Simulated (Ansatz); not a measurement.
input.yaml

```yaml
crystal:
  lattice:
    - [3.151696309, 0.0, 0.0]
    - [-1.5758481545, 2.7294490686, 0.0]
    - [0.0, 0.0, 9.0672230365]
  atoms:
    - { symbol: Si, position: [0.33333333, 0.66666667, 0.32051] }
    - { symbol: Si, position: [0.66666667, 0.33333333, 0.82051] }
    - { symbol: Cl, position: [0.33333333, 0.66666667, 0.054491] }
    - { symbol: Cl, position: [0.66666667, 0.33333333, 0.554491] }
basis:
  ecutwfc: 420
kpoints:
  mp_grid: { grid: [15, 15, 6] }
hamiltonian:
  xc: pbesol
scf:
  occupations: { method: gaussian, width: 0.1 }
output:
  forces: true
  stress: true
  eigenvalues: true
```

It can be run as
```bash
ansatz run input.yaml --threads 1 --pin off --backend cpu --events-out ev --progress --plain --runs-dir out  # memory cap (--max-ram) not shown
```

Computed with DFT PBEsol, scalar-relativistic, plane waves, PAW in Ansatz 0.2.0.

Part of what the program printed, abridged (final results; tables in files aren't shown):

```
SCF 1 converged in 7 iterations: F = -3364.163309 eV  dr2 = 3.53e-9
SCF converged after 7 iterations
Free energy (F): -3364.163309 eV
Harris-Foulkes:  -3364.163309 eV  (|F-HF|=1.80e-10)
Internal energy: -3364.158182 eV  (E = F + TS)
E sigma→0 (E₀):  -3364.160746 eV
Entropy (-TS):   -0.005127 eV (-1.282 meV/atom)
Fermi energy:    6.232129 eV
--- Per-component energies (eV) ---
  E_band       = 2.558410
  E_kinetic    = 393.953970
  E_local      = -461.285934  (includes V_loc(G=0)·N_el)
  E_nonlocal   = 109.224501
  E_hartree    = 145.087515
  E_xc         = -318.801586
  E_vxc        = -332.978142  (∫ρ·V_xc dr)
  E_paw        = -2278.381703  (= ΣΔE_a)
  E_vpaw       = 3.468502  (= ΣTr[D̂ρ^β])
  E_aug_tail   = 0.000206  (compensation charges beyond the density's cutoff)
  E_ewald      = -954.175138
  E_core_change = 0.219986  (= ΣΔE_core)
  E_smearing   = -0.005127  (= −TS)
--- Forces (eV/Å), atoms counted from 1 ---
  atom   1  Si     0.00000000     0.00000000    -0.61718520
  atom   2  Si     0.00000000     0.00000000    -0.61718520
  atom   3  Cl     0.00000000     0.00000000     0.61720535
  atom   4  Cl     0.00000000     0.00000000     0.61720535
--- Stress (GPa, compression-positive) ---
       -2.371407       0.000000       0.000000
        0.000000      -2.371407       0.000000
        0.000000       0.000000      -4.857182
  P = ⅓ Tr σ = -3.2000 GPa (-32.000 kbar)
--- Band table (eV; the first three rows and the last of 108) ---
  k-point 0: bands = ["-10.2422", "-10.0156", "-4.0230", "-1.6181", "-0.2214", "4.8193", "5.0016", "5.0016", "5.0633", "5.0633", "7.4454", "11.2783", "12.0455", "12.0455", "12.6188"]
  k-point 1: bands = ["-10.2283", "-10.0322", "-3.9285", "-2.0116", "0.2682", "4.3114", "5.0057", "5.0057", "5.0591", "5.0591", "7.9457", "11.1151", "12.0780", "12.0780", "12.5723"]
  k-point 2: bands = ["-10.1893", "-10.0763", "-3.6521", "-2.6447", "1.1889", "3.3135", "5.0168", "5.0168", "5.0476", "5.0476", "8.9033", "10.6305", "12.1701", "12.1701", "12.4530"]
  k-point 107: bands = ["-8.7271", "-8.7271", "-0.1816", "-0.1816", "1.4045", "1.4045", "1.4585", "1.4585", "3.4914", "3.4914", "5.3722", "5.3722", "6.8698", "6.8698", "10.1443"]
```

The calculation finished and met its thresholds.

Spin polarisation was left out, and a magnetic state may lie lower.